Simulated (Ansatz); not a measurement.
# Relaxing carbon (bcc)

Level of theory: DFT, PBEsol, plane waves (420 eV) with PAW, scalar-relativistic in Ansatz. The PAW files were generated under PBE, with cores re-solved for the functional.

k-point mesh 18×18×18, Fermi-Dirac smearing 0.1 eV, no spin polarisation. Cell and atoms relax.

Starting structure:

```
C
1.0
    -1.18262    1.18262    1.18262
     1.18262   -1.18262    1.18262
     1.18262    1.18262   -1.18262
C
1
Direct
  0.00000 0.00000 0.00000
```

**Question.** The pressure at the start is -5.4 GPa. By how much does the volume change?

**Answer.** From 6.62 to 6.44 Å³ per atom, -2.7 %. The final cell has a = 2.344 Å.

**Question.** How much energy does the relaxation gain?

**Answer.** 3.0 meV per atom.

Path of the relaxation (the plane waves are chosen anew near the end, which can shift the energy a little):

```tsv
step	E − E(final) (meV/atom)	V (Å³/atom)	P (GPa)	max force (eV/Å)
0	3.04	6.616	-5.41	0.000
1	0.47	6.527	-2.69	0.000
2	-0.53	6.441	0.11	0.000
3	-0.52	6.445	0.00	0.000
4	0.02	6.445	-0.15	0.000
5	0.00	6.440	0.00	0.000
6	0.00	6.440	0.00	0.000
```
